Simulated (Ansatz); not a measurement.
Input for Ansatz (plane-wave DFT, PAW):

```yaml
crystal:
  lattice:
    - [-5.517731, -5.455794, 0.02231]
    - [-0.02144, 5.454923, 5.492581]
    - [-5.521555, 5.481927, -5.498145]
  atoms:
    - { symbol: B, position: [0.3336616034, 0.1641644956, 0.6639401404] }
    - { symbol: Al, position: [0.0075692151, 0.0017796424, 0.9931048827] }
    - { symbol: Al, position: [0.1694136627, 0.3275284069, 0.3406003398] }
    - { symbol: Al, position: [0.0010514395, 0.5018368078, 0.0134506355] }
    - { symbol: Al, position: [0.6672264756, 0.8355034744, 0.3252374954] }
    - { symbol: Al, position: [0.1690402868, 0.8398732442, 0.3391537773] }
    - { symbol: P, position: [0.3250485081, 0.153840386, 0.8782676453] }
    - { symbol: P, position: [0.8341011512, 0.1695291348, 0.9339663119] }
    - { symbol: P, position: [0.6239834078, 0.3207870368, 0.5912476147] }
    - { symbol: P, position: [0.1973230988, 0.3197070573, 0.5900817046] }
    - { symbol: P, position: [0.4965485343, 0.4991744322, 0.2539302727] }
    - { symbol: P, position: [0.9984331197, 0.4995351497, 0.2681498727] }
    - { symbol: P, position: [0.3210138165, 0.6743259859, 0.9116514031] }
    - { symbol: P, position: [0.8504608213, 0.6725023197, 0.9124629414] }
    - { symbol: P, position: [0.6607984237, 0.8229866212, 0.574936323] }
    - { symbol: P, position: [0.1834899066, 0.8683642512, 0.587865268] }
    - { symbol: P, position: [0.494504332, 0.0010455578, 0.2449414237] }
    - { symbol: P, position: [0.0039285425, 0.0011592709, 0.2445463455] }
    - { symbol: Ga, position: [0.493337347, 0.0039647634, 0.9929625212] }
    - { symbol: Ga, position: [0.6552949364, 0.3283264568, 0.3409233601] }
    - { symbol: Ga, position: [0.834500805, 0.6681259772, 0.6634098592] }
    - { symbol: Ga, position: [0.3322319002, 0.6674841652, 0.6624955771] }
    - { symbol: In, position: [0.8366368212, 0.1714951723, 0.6690595033] }
    - { symbol: In, position: [0.4961826711, 0.4938717824, 0.9890998907] }
basis:
  ecutwfc: 420
kpoints:
  mp_grid: { grid: [4, 4, 3] }
hamiltonian:
  xc: pbe
scf:
  occupations: { method: gaussian, width: 0.02 }
  n_extra_bands: 12
output:
  forces: true
  stress: true
  eigenvalues: true
  populations: true
  dos:
    method: { smearing: { sigma: 0.1, scheme: gaussian } }
    projected: true
    de: 0.02
  write_density: true
  write_potential: true
  elf: true
  volumetric_format: npy
```

Run as
```bash
ansatz run input.yaml --threads 4 --pin off --max-ram 9216MiB --backend cpu --events-out ev --progress --plain --runs-dir out
```

These are results of Ansatz 0.2.0, DFT PBE, scalar-relativistic, plane waves, PAW, not measurements.

Abridged output (iterations and final results):

```
SCF iter   1: F=—  HF=-38249.191534 eV  |F-HF|=—  |Δ(HF+E_count)|=         —  Δρ=1.61e-3  dr2=3.18e-2  ethr=1.77e-3  ⟨swp⟩=10.1  Hψ=11574  notcnv=0  defer=5
SCF iter   2: F=—  HF=-38249.177022 eV  |F-HF|=—  |Δ(HF+E_count)|=   1.45e-2  Δρ=8.51e-4  dr2=5.82e-3  ethr=2.04e-5  ⟨swp⟩=3.1  Hψ=5074  notcnv=0  defer=138
SCF iter   3: F=—  HF=-38249.176383 eV  |F-HF|=—  |Δ(HF+E_count)|=   6.39e-4  Δρ=3.78e-4  dr2=1.02e-3  ethr=3.73e-6  ⟨swp⟩=2.0  Hψ=4236  notcnv=0  defer=138
SCF iter   4: F=—  HF=-38249.176119 eV  |F-HF|=—  |Δ(HF+E_count)|=   2.63e-4  Δρ=1.42e-4  dr2=1.59e-4  ethr=6.56e-7  ⟨swp⟩=2.0  Hψ=4230  notcnv=0  defer=138
SCF iter   5: F=—  HF=-38249.176159 eV  |F-HF|=—  |Δ(HF+E_count)|=   3.97e-5  Δρ=5.39e-5  dr2=1.84e-5  ethr=1.02e-7  ⟨swp⟩=3.0  Hψ=4497  notcnv=0  defer=138
SCF iter   6: F=—  HF=-38249.176406 eV  |F-HF|=—  |Δ(HF+E_count)|=   2.47e-4  Δρ=1.52e-5  dr2=1.71e-6  ethr=1.18e-8  ⟨swp⟩=2.6  Hψ=4674  notcnv=0  defer=138
SCF iter   7: F=—  HF=-38249.176408 eV  |F-HF|=—  |Δ(HF+E_count)|=   1.72e-6  Δρ=4.63e-6  dr2=1.74e-7  ethr=1.10e-9  ⟨swp⟩=2.0  Hψ=4189  notcnv=0  defer=138
SCF iter   8: F=-38249.176408 eV  HF=-38249.176408 eV  |F-HF|=1.04e-8  |Δ(HF+E_count)|=   1.24e-7  Δρ=1.83e-6  dr2=1.76e-8  ethr=6.41e-11  ⟨swp⟩=20.3  Hψ=19643  notcnv=0
SCF 1 converged in 8 iterations: F = -38249.176408 eV  dr2 = 1.76e-8
SCF converged after 8 iterations
Free energy (F): -38249.176408 eV
Harris-Foulkes:  -38249.176408 eV  (|F-HF|=1.04e-8)
Internal energy: -38249.176408 eV  (E = F + TS)
E sigma→0 (E₀):  -38249.176408 eV
Fermi energy:    6.844393 eV
--- Per-component energies (eV) ---
  E_band       = -350.321326
  E_kinetic    = 1949.375776
  E_local      = -13979.876946  (includes V_loc(G=0)·N_el)
  E_nonlocal   = 2905.545261
  E_hartree    = 6241.692376
  E_xc         = -1673.157194
  E_vxc        = -1339.249125  (∫ρ·V_xc dr)
  E_paw        = -25516.962854  (= ΣΔE_a)
  E_vpaw       = -2369.504107  (= ΣTr[D̂ρ^β])
  E_aug_tail   = -0.000364  (compensation charges beyond the density's cutoff)
  E_ewald      = -8175.792463
  E_smearing   =  0.000000  (= −TS)
--- Forces (eV/Å), atoms counted from 1 ---
  atom   1  B      0.00218641     0.08285137    -0.00926050
  atom   2  Al     0.00530149    -0.00007079     0.00256138
  atom   3  Al     0.00370129     0.00378399     0.00863097
  atom   4  Al     0.00602876     0.00374989     0.01207391
  atom   5  Al     0.00871845     0.00057054     0.00126235
  atom   6  Al     0.00082082     0.00324023    -0.00217086
  atom   7  P      0.05089588    -0.02470960     0.02638059
  atom   8  P     -0.02516354     0.01404857     0.00702269
  atom   9  P      0.00327224    -0.04949706    -0.02183318
  atom  10  P      0.00574103     0.03837662     0.00143368
  atom  11  P     -0.00403503    -0.01246359    -0.00335697
  atom  12  P     -0.00863875     0.00635688    -0.00060513
  atom  13  P     -0.00235388    -0.01611443    -0.02967071
  atom  14  P     -0.00176578     0.01696275     0.04160516
  atom  15  P      0.01763569     0.00568195     0.00809936
  atom  16  P     -0.01930632    -0.03592154     0.00740648
  atom  17  P     -0.00905777    -0.01402111    -0.01399532
  atom  18  P      0.00825228     0.00132187     0.00875989
  atom  19  Ga    -0.00192896    -0.00851655    -0.00960542
  atom  20  Ga    -0.01067240    -0.00051567    -0.00252964
  atom  21  Ga    -0.00280899     0.00591273     0.00113043
  atom  22  Ga    -0.01799530    -0.00994449    -0.00104136
  atom  23  In    -0.00372763    -0.01403264    -0.02253539
  atom  24  In    -0.00510108     0.00294542    -0.00975705
--- Stress (GPa, compression-positive) ---
       -0.130872       0.292538       0.255956
        0.292553       0.635493       0.296299
        0.255937       0.296300      -0.152724
  P = ⅓ Tr σ = 0.1173 GPa (1.173 kbar)
--- Band table (eV; the first three rows and the last of 26) ---
  k-point 0: bands = ["-8.3064", "-8.2716", "-8.2656", "-8.2548", "-8.2298", "-8.2208", "-8.2193", "-8.2101", "-8.2070", "-8.2050", "-8.1972", "-8.1829", "-8.1791", "-8.1758", "-8.1552", "-8.1396", "-8.1315", "-8.1154", "-8.1125", "-8.1052", "-7.8402", "-7.8281", "-7.8137", "-7.8105", "-7.7910", "-7.7849", "-7.6969", "-7.6547", "-7.6483", "-7.6339", "-5.9243", "-4.7841", "-4.5514", "-4.0384", "-3.8698", "-3.7876", "-3.7809", "-3.7279", "-3.6661", "-3.2036", "-3.1787", "-3.1403", "-0.5127", "-0.0951", "0.1256", "0.2018", "0.3788", "0.5941", "0.7129", "0.7570", "0.7805", "1.1848", "1.6364", "3.1827", "3.2538", "3.3091", "3.7132", "3.7340", "3.7773", "3.8645", "3.9017", "3.9422", "4.0131", "4.0 ...
  k-point 1: bands = ["-8.3063", "-8.2710", "-8.2665", "-8.2550", "-8.2310", "-8.2201", "-8.2182", "-8.2104", "-8.2073", "-8.2045", "-8.1961", "-8.1841", "-8.1789", "-8.1760", "-8.1552", "-8.1396", "-8.1314", "-8.1155", "-8.1127", "-8.1051", "-7.8400", "-7.8274", "-7.8138", "-7.8107", "-7.7912", "-7.7850", "-7.6969", "-7.6548", "-7.6483", "-7.6338", "-5.8216", "-5.2244", "-4.1739", "-4.0051", "-3.9322", "-3.8886", "-3.6086", "-3.5742", "-3.5467", "-3.3183", "-3.2900", "-3.2608", "-0.4136", "-0.0943", "-0.0307", "0.2225", "0.2838", "0.4477", "0.6722", "0.8265", "0.9512", "1.0144", "2.5895", "2.9334", "2.9677", "3.1823", "3.2740", "3.4068", "3.4723", "3.6723", "3.7600", "4.0114", "4.1712", "4. ...
  k-point 2: bands = ["-8.3046", "-8.2704", "-8.2633", "-8.2554", "-8.2304", "-8.2206", "-8.2174", "-8.2103", "-8.2068", "-8.2044", "-8.1964", "-8.1838", "-8.1788", "-8.1759", "-8.1549", "-8.1394", "-8.1311", "-8.1155", "-8.1123", "-8.1050", "-7.8420", "-7.8298", "-7.8149", "-7.8116", "-7.7931", "-7.7861", "-7.6972", "-7.6551", "-7.6486", "-7.6341", "-5.7750", "-4.7408", "-4.4933", "-4.3783", "-3.9954", "-3.9634", "-3.7193", "-3.5833", "-3.5461", "-3.4510", "-3.2356", "-3.2077", "-0.3449", "0.0472", "0.1894", "0.5542", "0.6406", "0.8032", "0.9217", "1.0703", "1.2311", "1.5283", "1.7093", "2.8570", "2.9550", "3.0238", "3.2585", "3.2967", "3.5042", "3.5962", "3.6689", "3.7717", "3.8222", "4.02 ...
  k-point 25: bands = ["-8.2980", "-8.2727", "-8.2596", "-8.2474", "-8.2310", "-8.2276", "-8.2177", "-8.2137", "-8.2057", "-8.2039", "-8.1978", "-8.1849", "-8.1787", "-8.1772", "-8.1532", "-8.1393", "-8.1338", "-8.1155", "-8.1121", "-8.1048", "-7.8405", "-7.8255", "-7.8162", "-7.8127", "-7.7977", "-7.7871", "-7.6969", "-7.6553", "-7.6485", "-7.6347", "-5.4485", "-4.9145", "-4.6799", "-4.4916", "-4.0634", "-3.9970", "-3.7496", "-3.7157", "-3.6091", "-3.4492", "-3.1533", "-3.1239", "-0.3780", "0.2312", "0.4967", "0.6498", "0.7646", "1.0153", "1.2136", "1.2452", "1.8204", "2.3013", "2.4122", "2.6211", "2.7560", "2.8080", "2.9998", "3.0944", "3.1462", "3.2689", "3.3135", "3.4020", "3.4513", "3.5 ...
--- Löwdin populations: 24 sites ---
  site symbol q [e]
     0      B      3.4358
     1     Al      2.6165
     2     Al      2.6214
     3     Al      2.6022
     4     Al      2.6049
     5     Al      2.6312
     6      P      4.9825
     7      P      5.2340
     8      P      4.9157
     9      P      4.9961
    10      P      5.2327
    11      P      5.2547
    12      P      5.1500
    13      P      5.2342
    14      P      5.1474
    15      P      4.9544
    16      P      5.1722
    17      P      5.3377
    18     Ga     12.9465
    19     Ga     12.9485
    20     Ga     12.9388
    21     Ga     12.9446
    22     In     12.7237
    23     In     12.7215
  spilling = 0.004184 (of n_electrons = 156.000000)
```

The run converged.

Time: 110 s on 4 threads of Arm Neoverse N1, with other jobs on the host, peak memory 1.9 GiB.